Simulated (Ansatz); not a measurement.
Generalised stacking fault of LiH (rock salt) on the {110} plane. The cell below holds the perfect crystal with the plane normal along z; tilting its third vector by the shift puts one fault into each cell, between planes 1.42 Å apart, at fixed cell height.

```
LiH
1.0
    2.83346     0.00000     0.00000
    0.00000     4.00712     0.00000
    1.41673     2.00356     4.25019
H Li
3 3
Direct
  0.00000   0.00000   0.83333
  0.33333   0.33333   0.16667
  0.66667   0.66667   0.50000
  0.00000   0.50000   0.83333
  0.33333   0.83333   0.16667
  0.66667   0.16667   0.50000
```

In-plane vectors a = (2.833, 0.000) Å, b = (0.000, 4.007) Å, area 11.35 Å². The shift is s times the vector b (length 4.007 Å), so s = 1 restores the start. The shift is rigid: no atom relaxes. γ = [E(shift) − E(0)] / area.

These are PBE (plane waves to 420 eV, PAW, scalar-relativistic; Ansatz, an electronic-structure program) values and carry that method's errors. k mesh 10×10×10 (Γ-centred), Fermi-Dirac smearing 0.05 eV. E is the zero-smearing estimate. As the smearing reaches across the gap at some points, the k mesh leaves noise in γ, roughly 0.02 J/m² as judged from a few cases. Faults lie only 4.3 Å apart, and holding the cell height and the atoms raises γ above its relaxed value. LiH was relaxed with its symmetry unable to fall. The zero of γ is zero shift. The last digit holds for this mesh only.

```csv
s,γ (J/m²)
0.000,0.00
0.083,0.19
0.167,0.75
0.250,1.68
0.333,withheld
0.417,4.01
0.500,4.54
0.583,4.01
0.667,withheld
0.750,1.68
0.833,0.75
0.917,0.19
```

### Question
Fit a Fourier form (three harmonics of 1 − cos and sin) to the given rows and predict γ at s = 0.667.

### Answer
Least squares on the 10 given rows: γ = (2.212)·[1 − cos(2πs)] + (-0.294)·[1 − cos(4πs)] + (0.046)·[1 − cos(6πs)], in J/m²; root-mean-square residual 0.012 J/m². At 0.667 the fit gives 2.88 J/m²; the calculation gives 2.85 J/m², so the interpolation is off by 0.03 (+1.1 %). 

(The slope of γ gives the shear force per area between the displaced halves; near zero shift its curvature is an elastic stiffness.)
